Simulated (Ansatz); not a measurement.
## Computed properties of Y₃Si

Y$_{3}$Si:
```cif
data_SiY3
_chemical_formula_sum 'Si1 Y3'
_space_group_name_H-M_alt 'P 1'
_space_group_IT_number 1
_cell_length_a 5.23193
_cell_length_b 5.23193
_cell_length_c 5.23193
_cell_angle_alpha 60.000
_cell_angle_beta 60.000
_cell_angle_gamma 60.000
loop_
_space_group_symop_operation_xyz
  'x, y, z'
loop_
_atom_site_label
_atom_site_type_symbol
_atom_site_fract_x
_atom_site_fract_y
_atom_site_fract_z
_atom_site_occupancy
Si1 Si 0.00000 0.00000 0.00000 1
Y1 Y 0.50000 0.50000 0.50000 1
Y2 Y 0.25000 0.25000 0.25000 1
Y3 Y 0.75000 0.75000 0.75000 1
```

Space group Fm-3m (No. 225); conventional cell a = b = c = 7.3991 Å, α = β = γ = 90.00°.

Method: plane-wave PAW PBE (Ansatz code). Geometry: relaxed at this level of theory. Other levels are named where they apply.

Cell and energy:

```
Quantity                                                      Value
-----------------------------------------------------  ------------
Volume per atom                                            25.32 Å³
Density                                                  4.83 g/cm³
Formation energy from the elements (no fitted shifts)  -20 meV/atom
```

Electronic structure:

```
Quantity                                                                    Value
------------------------------------  -------------------------------------------
Electronic character                                            metallic (no gap)
Density of states at the Fermi level  2.0 states/eV per atom (mean over ±0.08 eV)
Gap with spin–orbit coupling                                      none (metallic)
```

Mechanics:

```
Property                                                                Value
-------------------------------------  --------------------------------------
Bulk modulus (Birch–Murnaghan fit)                                   52.9 GPa
Pressure derivative B′                                                    4.0
Elastic constants (relaxed ions, GPa)      C11 = 34.8, C12 = 62.1, C44 = 28.8
Mechanical stability                   unstable (C has a negative eigenvalue)
```

Phonons:

```
Item                                                  Value
-------------------------------  --------------------------
Highest zone-centre frequency                      171 cm⁻¹
Zone-centre stability                no imaginary mode at Γ
Dynamical stability on the path  unstable, down to 86i cm⁻¹
```

Charges:

```
Property                             Result
-------------  ----------------------------
Bader charges  Si -2.00, Y +0.32 to +0.84 e
```

The cell is a constructed one: a structure type filled with these elements; neither database checked (COD, Materials Project) lists it. Its standing as an ambient phase is unchecked. The PBE relaxation kept the symmetry of its start. The run is not spin-polarised. As this level gives no gap, shear constants depend on the k-mesh and smearing (Fermi–Dirac, 0.1 eV here). As this level gives no gap, phonon frequencies hold no LO–TO term and depend on the k-mesh and smearing (Fermi–Dirac, 0.1 eV here). The references are the lowest solids computed at this level, not always the standard phases. Scalar-relativistic: spin–orbit coupling is off unless named, which matters more the heavier the elements.

Potentials: the later of the program's two PAW sets.
